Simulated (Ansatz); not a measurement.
With LDA (plane waves, PAW; program Ansatz), W$_{2}$C in the trigonal phase (P-3m1; C on 1a, W on 2d) relaxes to a = 3.020 Å, c = 4.614 Å. C has 6 nearest neighbours from 2.10 Å (octahedral). Against the elements it lies at -0.028 eV/atom, with no fitted shifts.

Electronic character: metallic (no gap).

The bulk modulus is 342 GPa. The relaxed-ion elastic constants in GPa are C11 = 554, C12 = 172, C13 = 277, C14 = -34.0, C33 = 577, C44 = 179. The elastic constants imply a Debye temperature near 452 K. The highest mode at Γ lies at 81.0 meV.

Symmetry was held in the LDA relaxation; of distortions, only those at the zone centre were tested. The run is not spin-polarised. As this level gives no gap, shear constants depend on the k-mesh and smearing (Fermi–Dirac, 0.1 eV here). On the denser mesh and wider smearing of the elastic run this cell carries a stress of 0.5 GPa. The references are the lowest solids computed at this level, not always the standard phases. Spin–orbit coupling is left out wherever it is not named.

Potentials: the later of the program's two PAW sets.
